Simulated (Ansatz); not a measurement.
## Computed properties of Al2O3

Al2O3:
```
CELL_PARAMETERS angstrom
      7.01808     0.00000     0.00000
      0.00000     4.79784     0.00000
      0.00000     0.00000     4.93881
ATOMIC_POSITIONS crystal
  Al 0.39074 0.25212 0.03100
  Al 0.60926 0.74788 0.96900
  Al 0.10926 0.24788 0.53100
  Al 0.89074 0.75212 0.46900
  Al 0.89074 0.24788 0.96900
  Al 0.10926 0.75212 0.03100
  Al 0.60926 0.25212 0.46900
  Al 0.39074 0.74788 0.53100
  O  0.65408 0.10702 0.10195
  O  0.34592 0.89298 0.89805
  O  0.84592 0.39298 0.60195
  O  0.15408 0.60702 0.39805
  O  0.15408 0.39298 0.89805
  O  0.84592 0.60702 0.10195
  O  0.34592 0.10702 0.39805
  O  0.65408 0.89298 0.60195
  O  0.00000 0.04987 0.25000
  O  0.00000 0.95013 0.75000
  O  0.50000 0.45013 0.75000
  O  0.50000 0.54987 0.25000
```

Space group Pbcn (No. 60); conventional cell a = 7.018 Å, b = 4.798 Å, c = 4.939 Å, α = 90.00°, β = 90.00°, γ = 90.00°.

Method: plane-wave PAW r²SCAN (Ansatz code). Geometry: relaxed at this level of theory. Other levels are named where they apply.

### Cell and energy

```
Item                                                          Result
-----------------------------------------------------  -------------
Volume per atom                                              8.31 Å³
Density                                                   4.07 g/cm³
Formation energy from the elements (no fitted shifts)  -3.18 eV/atom
```

### Electronic structure

```
Quantity                                                     Value
----------------------------  ------------------------------------
Band gap                                          6.56 eV (direct)
Valence-band maximum                                          at Γ
Conduction-band minimum                                       at Γ
Electron effective mass                        0.38 mₑ (isotropic)
Hole effective mass           0.44, 2.6, 5.9 mₑ (principal values)
HSE06 gap on the r²SCAN cell                               7.50 eV
```

### Mechanics

```
Quantity                                                                                                                                   Value
--------------------------------------------  --------------------------------------------------------------------------------------------------
Bulk modulus (Birch–Murnaghan fit)                                                                                                     2550 kbar
Pressure derivative B′                                                                                                                       4.1
Elastic constants (relaxed ions, GPa)         C11 = 441, C22 = 517, C33 = 507, C12 = 164, C13 = 159, C23 = 97.7, C44 = 138, C55 = 161, C66 = 185
Mechanical stability                                                                                      stable (all eigenvalues of C positive)
Hill bulk and shear moduli                                                                                                       256 and 164 GPa
Young's modulus                                                                                                                          406 GPa
Poisson's ratio                                                                                                                             0.24
Debye temperature from the elastic constants                                                                                              1040 K
```

### Charges

```
Item                         Value
-------------  -------------------
Bader charges  Al +2.59, O -1.72 e
```

The workflow started from a Materials Project entry (that database holds measured and hypothetical structures alike); the Crystallography Open Database copy checked does not list it. It is not the phase usual at ambient conditions (space group No. 167). The r²SCAN relaxation kept the symmetry of its start; whether a distortion lowers the energy is not shown. The references are the lowest solids computed at this level, not always the standard phases (solids in place of the gases).

Potentials: the later of the program's two PAW sets.
